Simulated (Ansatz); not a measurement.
MoS$_{2}$ (2H-MoS2 type, space group P6_3/mmc)

```
CELL_PARAMETERS angstrom
      3.14944     0.00000     0.00000
     -1.57472     2.72750     0.00000
      0.00000     0.00000    12.09152
ATOMIC_POSITIONS crystal
  Mo 0.33333 0.66667 0.25000
  Mo 0.66667 0.33333 0.75000
  S  0.33333 0.66667 0.62050
  S  0.66667 0.33333 0.12050
  S  0.66667 0.33333 0.37950
  S  0.33333 0.66667 0.87950
```

In this cell atom 6 (S, nearest neighbour Mo at 2.400 Å; its periodic images, 3.1 Å or more away, move with it) is moved by s along Cartesian z, unit vector (0.000, 0.000, 1.000); all other atoms and the cell stay fixed.

These are PBE-D3(BJ) (plane waves to 420 eV, PAW, scalar-relativistic; Ansatz, a program for electronic structure) values and carry that method's errors. k mesh 10×10×3 (Γ-centred), Fermi-Dirac smearing 0.05 eV. Energies are smeared free energies. As the smearing reaches across the gap at some points, energies and forces of such displacements shift with the k mesh and the smearing. MoS2 is run without spin polarisation. MoS2 was relaxed with its symmetry unable to fall. The PAW data are Ansatz's earlier set. The zero of ΔE is the undisplaced structure.

The scan covers s from -0.720 to 0.720 Å in 11 points.

Q: Is this a single well or a double well?

A: A single well with its minimum at or next to zero displacement.

Q: Is the energy the same for displacements of ±0.720 Å, and if not, which side lies higher?

A: Not even: the negative side lies higher at ±0.720 Å. With its periodic images moving along, the atom's site symmetry in this cell is 3m..

Q: What is the energy change at s = 0.720 Å?

A: 2467 meV/cell.

Q: What is the force constant k = d²E/ds² of this move at s = 0?

A: 17.6 eV/Å².

(A displaced cell: forces are minus the slopes of the energy, force constants its curvatures, and phonons follow from these.)
